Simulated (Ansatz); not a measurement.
**Calculated electrostatic potentials at the S nuclei for Lu3Mg2CrS8**

Cell: a computed structure from the Materials Project (it need not be an observed phase), taken as it stands.

Space group R-3m:H (No. 166); a = 7.6782, c = 18.5178 Å, γ = 120.00°.

| site | Wyckoff | site symmetry | x | y | z |
| --- | --- | --- | --- | --- | --- |
| Mg | 6c | 3m | 0.0000 | 0.0000 | 0.3749 |
| Lu | 9d | .2/m | 0.8333 | 0.6667 | 0.1667 |
| Cr | 3a | -3m | 0.0000 | 0.0000 | 0.0000 |
| S7 | 18h | .m | 0.8192 | 0.6383 | 0.4122 |
| S9 | 6c | 3m | 0.0000 | 0.0000 | 0.7560 |

One atom of each set is listed; the run and its k-mesh use a cell of 14 atoms with edges of 7.60, 7.60, 7.60 Å.

The numbers come from a DFT calculation in Ansatz (PBE, plane waves and PAW, scalar-relativistic, collinear spin, 420 eV cutoff, Γ-centred 5×5×5 k-points, Fermi–Dirac smearing 0.02 eV). Start moments as typed (μB): 3 on each Cr, none on the rest.

The potential at a nucleus is that of all electrons and the other nuclei. A higher potential binds the core electrons more strongly, so differences between sites of one element are the initial-state part of core-level shifts.

Question: Rank the S sites by the potential at the nucleus, lowest first, and give each against the lowest.
A. S9: 1 Mg at 2.42 Å, 3 Lu at 2.64 Å
B. S7: 1 Cr at 2.50 Å, 1 Mg at 2.50 Å, 2 Lu at 2.68 Å

Answer: A (0.00 V), B (0.30 V).

All moments are parallel here, as the start or the cell imposes; many such compounds order antiparallel, where fields and spin densities carried over to other atoms largely cancel. The magnetic order is the one that the run reached from its start moments, not necessarily the measured one.
